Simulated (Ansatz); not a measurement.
CaO:
```
CaO
1.0
    0.00000     2.60680     2.60680
    2.60680     0.00000     2.60680
    2.60680     2.60680     0.00000
Ca O
1 1
Direct
  0.00000   0.00000   0.00000
  0.25000   0.25000   0.25000
```

Relaxed with r²SCAN.

Q: Give the Bader charges and basin volumes of the independent atoms, r²SCAN in the plane-wave PAW code Ansatz.

A: 

| atom | Bader charge (e) | Bader volume (Å³) |
|---|---|---|
| Ca1 | +1.52 | 14.1 |
| O2 | -1.52 | 21.3 |

Space group F-43m (zinc blende). The start of the workflow was typed in or built on a structure type; neither database checked (COD, Materials Project) lists it. It is not the phase usual at ambient conditions (space group No. 225). The r²SCAN relaxation kept the symmetry of its start; whether a distortion lowers the energy is not shown.

Potentials: the earlier of the program's two PAW sets.
